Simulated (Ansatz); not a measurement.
NiGe:
```
CELL_PARAMETERS angstrom
      2.92916     0.00000     0.00000
      0.00000     2.92916     0.00000
      0.00000     0.00000     2.92916
ATOMIC_POSITIONS crystal
  Ni 0.00000 0.00000 0.00000
  Ge 0.50000 0.50000 0.50000
```

Relaxed with PBEsol. Special points in fractions of this cell's reciprocal vectors: Γ (0.000, 0.000, 0.000); X (0.000, 0.500, 0.000); M (0.500, 0.500, 0.000); R (0.500, 0.500, 0.500).

Task: List the band energies nearest the Fermi level at these points for the program Ansatz at the PBEsol level (PAW).

Result: In eV from the Fermi level; about four levels below and three above (degenerate sets whole), none deeper than 8.9 eV; … stands for higher levels left out; points with the same levels are listed once.

```tsv
k	below	above
Γ	-3.25 -3.25 -1.73 -1.73 -1.73	2.58 2.58 2.58
X	-2.68 -2.68 -1.69 -1.01	7.02 7.02 9.27
M	-2.19 -2.19 -1.21 -0.11	1.29 7.51 …
R	-5.14 -5.14 -5.14 -3.93 -1.18 -1.18	2.13 2.13 2.13
```

Space group Pm-3m (CsCl type). A made-up cell: these elements were put on the sites of a structure type; neither database checked (COD, Materials Project) lists it. COD files the formula under space group No. 62. Its standing as an ambient phase is unchecked. The cell was relaxed with PBEsol under the symmetry of its start; its stability against distortions is not shown here. The workflow began spin-polarised and lost its moments. Scalar-relativistic: spin–orbit coupling is off unless named, which matters more the heavier the elements.

Potentials: the earlier of the program's two PAW sets. The files were generated under PBE; for other functionals the program regenerates the frozen cores, and for LDA and PBEsol the local potential too.
